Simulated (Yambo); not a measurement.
Optical response of CO2

```
CO2
1.0
    5.06931     0.00000     0.00000
    0.00000     5.06931     0.00000
    0.00000     0.00000     7.23203
C O
4 8
Cartesian
  5.01248   0.05683   5.42402
  2.47783   2.47783   0.00000
  0.05683   5.01248   1.80801
  2.59148   2.59148   3.61601
  3.42173   1.76214   3.56300
  0.77251   0.88708   5.37101
  1.64758   3.30717   7.17902
  4.29680   4.18223   1.75500
  0.88708   0.77251   1.86102
  3.30717   1.64758   0.05301
  4.18223   4.29680   5.47703
  1.76214   3.42173   3.66903
```

Yambo, RPA with local fields on PBEsol bands; 4×4×2 mesh, 141 bands, 3 Ry local-field block, 0.2 eV broadening; field along x.

| E (eV) | Im ε | Re ε | Im ε, independent particles |
|---|---|---|---|
| 0.0 | 0.00 | 1.97 | 0.00 |
| 0.4 | 0.00 | 1.97 | 0.00 |
| 0.8 | 0.00 | 1.98 | 0.01 |
| 1.1 | 0.00 | 1.98 | 0.01 |
| 1.5 | 0.00 | 1.98 | 0.01 |
| 1.9 | 0.00 | 1.99 | 0.01 |
| 2.2 | 0.01 | 2.00 | 0.02 |
| 2.6 | 0.01 | 2.01 | 0.02 |
| 3.0 | 0.01 | 2.02 | 0.03 |
| 3.4 | 0.01 | 2.04 | 0.03 |
| 3.8 | 0.01 | 2.06 | 0.04 |
| 4.1 | 0.01 | 2.08 | 0.05 |
| 4.5 | 0.01 | 2.10 | 0.06 |
| 4.9 | 0.02 | 2.13 | 0.07 |
| 5.2 | 0.02 | 2.16 | 0.09 |
| 5.6 | 0.02 | 2.20 | 0.12 |
| 6.0 | 0.03 | 2.24 | 0.16 |
| 6.4 | 0.03 | 2.30 | 0.23 |
| 6.8 | 0.04 | 2.36 | 0.35 |
| 7.1 | 0.06 | 2.44 | 0.59 |
| 7.5 | 0.10 | 2.56 | 1.30 |
| 7.9 | 0.20 | 2.68 | 4.27 |
| 8.2 | 0.42 | 2.77 | 11.7 |
| 8.6 | 0.51 | 2.61 | 10.0 |
| 9.0 | 0.41 | 2.59 | 4.87 |
| 9.4 | 0.28 | 2.85 | 1.54 |
| 9.8 | 0.45 | 3.26 | 0.87 |
| 10.1 | 0.82 | 3.50 | 0.62 |
| 10.5 | 1.37 | 3.70 | 0.70 |
| 10.9 | 1.97 | 3.81 | 0.70 |
| 11.2 | 3.19 | 3.40 | 0.79 |
| 11.6 | 3.71 | 2.02 | 1.14 |
| 12.0 | 3.10 | 1.02 | 1.13 |
| 12.4 | 2.42 | 0.63 | 0.98 |
| 12.8 | 1.85 | 0.57 | 1.00 |
| 13.1 | 1.77 | 0.76 | 1.73 |
| 13.5 | 1.40 | 0.83 | 2.28 |
| 13.9 | 1.52 | 1.03 | 1.76 |
| 14.2 | 1.82 | 1.08 | 1.29 |
| 14.6 | 1.70 | 0.24 | 0.81 |
| 15.0 | 1.06 | 0.37 | 0.56 |
| 15.4 | 1.28 | 0.51 | 0.43 |
| 15.8 | 0.80 | 0.17 | 0.30 |
| 16.1 | 0.52 | 0.47 | 0.33 |
| 16.5 | 0.44 | 0.72 | 0.39 |
| 16.9 | 0.44 | 0.95 | 0.48 |
| 17.2 | 0.59 | 1.13 | 0.66 |
| 17.6 | 0.72 | 1.13 | 0.85 |
| 18.0 | 0.85 | 1.13 | 1.00 |
| 18.4 | 0.86 | 1.15 | 1.02 |
| 18.8 | 1.00 | 1.11 | 1.00 |
| 19.1 | 1.07 | 1.00 | 1.02 |
| 19.5 | 1.22 | 0.80 | 1.16 |
| 19.9 | 1.01 | 0.41 | 0.80 |

Peak heights and small wiggles depend on the k mesh. Convergence of the RPA response with its 4×4×2 mesh was not tested. No excitonic effects at this level.

Geometry of the Materials Project entry, not relaxed at this level.

The structure is a Materials Project entry; no match was found in the copy of COD used, and its stability was not checked.

The distance between layers or molecules is the database entry's, not relaxed here. Functionals without dispersion can leave it too large, which widens gaps and weakens the response across layers: the numbers belong to this cell.
